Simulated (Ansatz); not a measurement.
Data:

Ta₂O₅:
```
CELL_PARAMETERS angstrom
      3.83932     0.00000     0.00000
      0.00000     3.85882     0.00000
     -1.91710     0.00000     6.50126
ATOMIC_POSITIONS crystal
  Ta 0.64616 0.00000 0.79225
  Ta 0.35384 0.00000 0.20775
  O  0.64990 0.50000 0.79913
  O  0.35010 0.50000 0.20087
  O  0.18523 0.00000 0.87028
  O  0.81477 0.00000 0.12972
  O  0.50000 0.00000 0.50000
```

This is the PBEsol-relaxed structure. x, y and z are the axes in which the lattice vectors are written.

Question: All from DFT-PBEsol in the program Ansatz with PAW potentials, unless another level is named. Estimate the Born charges (a third of the trace).

Answer: Ta +7.98, O -3.47 to -2.90 e.

Question: Give the electronic dielectric constant ε∞ (DFPT).

Answer: 4.72 (xx), 6.71 (yy), 4.75 (zz).

Space group Cmmm. The workflow started from a Materials Project entry (that database holds measured and hypothetical structures alike); the Crystallography Open Database copy checked does not list it. COD files the formula under space group No. 49. Its standing as an ambient phase is unchecked. The cell was relaxed with PBEsol under the symmetry of its start; phonons show weakly imaginary modes. No spin polarisation was allowed. Spin–orbit coupling is left out wherever it is not named.

Potentials: the earlier of the program's two PAW sets. The files were generated under PBE; for other functionals the program regenerates the frozen cores, and for LDA and PBEsol the local potential too.
